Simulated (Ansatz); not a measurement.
The structure is an experimental refinement, used without relaxation. The listed cell was then made from it by scaling, straining or moving an atom.

Li: DFT, PBEsol, PAW with Ansatz's default frozen-core files, scalar-relativistic (Ansatz 0.2.0). What sets it apart from a plain run of this crystal: equal xx and yy strain of -1 %.

Command: `ansatz run input.yaml --threads 1 --pin off --max-ram 3072MiB --backend cpu --events-out ev --progress --plain --runs-dir out` The run took 3.7 s on 1 thread of Arm Neoverse V1, with other jobs on the host, peak memory 0.32 GiB.

```yaml
crystal:
  lattice:
    - [-1.7325, 1.7325, 1.75]
    - [1.7325, -1.7325, 1.75]
    - [1.7325, 1.7325, -1.75]
  atoms:
    - { symbol: Li, position: [0.0, 0.0, 0.0] }
kpoints:
  mp_grid: { grid: [15, 15, 15] }
scf:
  occupations: { method: fermi_dirac, width: 0.08 }
hamiltonian:
  xc: pbesol
  pseudopotentials: { kind: paw }
output:
  forces: true
  stress: true
  eigenvalues: true
  efg: { contact_densities: true }
  write_density: true
  write_potential: true
  elf: true
  volumetric_format: npy
```

Output (standing set-up lines are left out):

```
Crystal: 1 atoms, lattice volume = 21.011 Å³
Basis set: ecut = 420 eV, 389 PW (Γ), exchange–correlation on 48×48×48 points (8 copies of the dense FFT grid, shifted against one another)
Symmetry: 16 space group operations
Space group: I4/mmm (ITA 139), of the structure as read, at distance tolerance 2.8e-5 Å
k-points: 288 of 3375
SCF iter   1: F=—  HF=-203.001589 eV  |F-HF|=—  |Δ(HF+E_count)|=         —  Δρ=1.42e-3  dr2=1.28e-4  ethr=1.77e-3  ⟨swp⟩=4.0  Hψ=13442  notcnv=0
preconditioner: auto → none  [metal: Δε(μ)=0.045 eV  Ē_g=10.458 eV  σ=0.080 eV  W_gap=0.14  n_scr=0 (ndim 8)  ℏωp=8.1 eV  f_vac=0.000  D(μ)=0.53/eV (n_scr^D=0)]
SCF iter   2: F=—  HF=-203.001100 eV  |F-HF|=—  |Δ(HF+E_count)|=   4.89e-4  Δρ=5.48e-4  dr2=1.83e-5  ethr=4.25e-6  ⟨swp⟩=2.3  Hψ=4398  notcnv=0
SCF iter   3: F=—  HF=-203.001016 eV  |F-HF|=—  |Δ(HF+E_count)|=   8.43e-5  Δρ=1.99e-5  dr2=4.78e-8  ethr=6.10e-7  ⟨swp⟩=2.0  Hψ=2154  notcnv=0
iter 4 did not close the SCF: its close was put off for the readings that it lacked (scf_convergence_deferred on its scf_iter line)
SCF iter   4: F=-203.001016 eV  HF=-203.001016 eV  |F-HF|=4.92e-10  |Δ(HF+E_count)|=   5.91e-7  Δρ=1.58e-6  dr2=3.00e-10  ethr=1.59e-9  ⟨swp⟩=2.2  Hψ=2102  notcnv=0
iter 5 did not close the SCF: its close was put off for the readings that it lacked (scf_convergence_deferred on its scf_iter line)
SCF iter   5: F=-203.001016 eV  HF=-203.001016 eV  |F-HF|=1.65e-12  |Δ(HF+E_count)|=  5.59e-10  Δρ=8.19e-8  dr2=7.56e-13  ethr=1.00e-11  ⟨swp⟩=2.4  Hψ=2156  notcnv=0
SCF iter   6: F=-203.001016 eV  HF=-203.001016 eV  |F-HF|=8.53e-14  |Δ(HF+E_count)|=  1.82e-12  Δρ=2.45e-9  dr2=6.23e-16  ethr=1.00e-12  ⟨swp⟩=2.7  Hψ=5156  notcnv=0
SCF 1 converged in 6 iterations: F = -203.001016 eV  dr2 = 6.23e-16
  greatest PAW one-centre occupation: 0.999 electrons in one spin orbital (limit 2), on the Li atom at site 0 (counted from 0), in its partial waves of l = 0
SCF converged after 6 iterations
Free energy (F): -203.001016 eV
Harris-Foulkes:  -203.001016 eV  (|F-HF|=8.53e-14)
Internal energy: -202.990078 eV  (E = F + TS)
E sigma→0 (E₀):  -202.995547 eV
Entropy (-TS):   -0.010938 eV (-10.938 meV/atom)
Fermi energy:    0.938361 eV
--- Per-component energies (eV) ---
  E_band       = -90.599540
  E_kinetic    = 21.051342
  E_local      = -133.062877  (includes V_loc(G=0)·N_el)
  E_nonlocal   = -33.212010
  E_hartree    = 39.480392
  E_xc         = -9.831336
  E_vxc        = -12.726545  (∫ρ·V_xc dr)
  E_paw        = -19.586624  (= ΣΔE_a)
  E_vpaw       = -11.610250  (= ΣTr[D̂ρ^β])
  E_aug_tail   = 0.000017  (compensation charges beyond the density's cutoff)
  E_ewald      = -67.828982
  E_smearing   = -0.010938  (= −TS)
  E_closure    = 0.000000  (closes the sum)
  Σ components = -203.001016   (vs F -203.001016, Δ=0.00e0)
--- Forces (eV/Å), atoms counted from 1 ---
  atom   1  Li     0.00000000     0.00000000     0.00000000
  max |Σ_I F_I| component: 1.23e-32 eV/Å
--- Stress (GPa, compression-positive) ---
       -0.482045       0.000000       0.000000
        0.000000      -0.482045      -0.000000
        0.000000       0.000000      -0.459396
  P = ⅓ Tr σ = -0.4745 GPa (-4.745 kbar)
--- PAW observables at the nuclei: V_zz in 10²¹ V/m², potentials from the cell's mean, atoms counted from 1 ---
  atom   1  Li V_zz =    -0.001093   η = 0.0000   by run symmetry: allowed
            electrostatic potential = -160.719816 V   contact ρ = 93.259745 e/Å³
--- Band table (eV; the first three rows and the last of 288) ---
  k-point 0: bands = ["-45.0905", "-2.6081", "15.1800", "15.2318", "15.2318", "19.7266"]
  k-point 1: bands = ["-45.0897", "-2.5245", "14.7000", "14.7518", "15.0685", "18.6229"]
  k-point 2: bands = ["-45.0875", "-2.2735", "13.1210", "13.8771", "14.6226", "17.4191"]
  k-point 287: bands = ["-45.0610", "5.7682", "6.2237", "6.4403", "8.5327", "9.2460"]
```
